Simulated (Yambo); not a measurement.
G0W0@PBEsol for Cs2LiYCl6 (space group Fm-3m, No. 225) in Yambo. Reference settings: 2×2×2 Γ-centred k mesh, bands 3 to 418 and a 7 Ry block in the screening, 418 bands in G with the Bruneval-Gonze terminator, plasmon pole fitted at 27.2 eV. The PBEsol gap Γ → Γ on this mesh is 4.83 eV; G0W0 gaps are taken between the same points.

The settings were changed. The gap went from 7.98 eV to 8.04 eV, and the shift of the valence edge from -1.75 eV to -1.50 eV.

**Question.** What was changed between the two runs?
A. 149 bands in G
B. pole fitted at 40 eV
C. 6 Ry block
D. 264 bands in G, no terminator

**Answer.** D, 264 bands in G, no terminator. The others gave (gap, valence shift): pole fitted at 40 eV: 8.00, -1.79 eV; 149 bands in G: 8.02, -1.67 eV; 6 Ry block: 7.95, -1.72 eV.

Geometry of the Materials Project entry, not relaxed at this level; primitive cell a = 7.5149 Å, b = 7.5149 Å, c = 7.5149 Å, α = 60.00°, β = 60.00°, γ = 60.00°.

A shift is the quasiparticle energy of the state minus its PBEsol energy.
